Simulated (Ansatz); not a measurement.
Total density of states per atom from plane-wave PAW r²SCAN (Ansatz code), in 0.25 eV bins, energy from the valence-band maximum:

(E (eV), states/eV/atom): (-7.85, 0.00); (-7.60, 0.00); (-7.35, 0.00); (-7.10, 0.00); (-6.85, 0.00); (-6.60, 0.00); (-6.35, 0.00); (-6.10, 0.00); (-5.85, 0.00); (-5.60, 0.00); (-5.35, 0.27); (-5.10, 0.50); (-4.85, 0.88); (-4.60, 0.71); (-4.35, 0.88); (-4.10, 0.85); (-3.85, 0.68); (-3.60, 0.98); (-3.35, 0.85); (-3.10, 0.79); (-2.85, 0.97); (-2.60, 0.78); (-2.35, 0.76); (-2.10, 0.77); (-1.85, 0.62); (-1.60, 0.65); (-1.35, 0.49); (-1.10, 0.77); (-0.85, 0.68); (-0.60, 0.38); (-0.35, 0.43); (-0.10, 0.32); (0.15, 0.00); (0.40, 0.00); (0.65, 0.00); (0.90, 0.00); (1.15, 0.00); (1.40, 0.00); (1.65, 0.00); (1.90, 0.00); (2.15, 0.00); (2.40, 0.00); (2.65, 0.00); (2.90, 0.00); (3.15, 0.05); (3.40, 0.11); (3.65, 0.33); (3.90, 0.54); (4.15, 0.89); (4.40, 0.99); (4.65, 1.11); (4.90, 1.00); (5.15, 0.93); (5.40, 0.97); (5.65, 0.78); (5.90, 0.71); (6.15, 0.42); (6.40, 0.45); (6.65, 0.42); (6.90, 0.29); (7.15, 0.38); (7.40, 0.60); (7.65, 0.53); (7.90, 0.42)

Problem. Which compound is it?
(A) Gd3InN, anti-perovskite
(B) N, P4_2/mnm (N on 4f)
(C) Zr3N2O3, Cm (Pearson symbol mS32)
(D) O, α-O2

Solution. C, Zr3N2O3, Cm (Pearson symbol mS32). Top 1 eV of the valence band: N 2p 68 %, O 2p 17 %, Zr 4d 10 %. Bottom 1 eV of the conduction band: Zr 4d 85 %, O 2p 5 %. Projections are on Löwdin-orthogonalised atomic valence shells; empty p or d shells of many metals are not among them.

The first step of the workflow began from a Materials Project structure, measured or hypothetical; the Crystallography Open Database copy checked does not list it. With N and O taken as one species the cell has the higher symmetry Cmcm, so it may be an ordered model of a mixed-site phase. Its standing as an ambient phase is unchecked. Symmetry was held in the r²SCAN relaxation; whether a distortion lowers the energy is not shown. No spin polarisation was allowed. Scalar-relativistic: spin–orbit coupling is off unless named, which matters more the heavier the elements.

Potentials: the later of the program's two PAW sets.
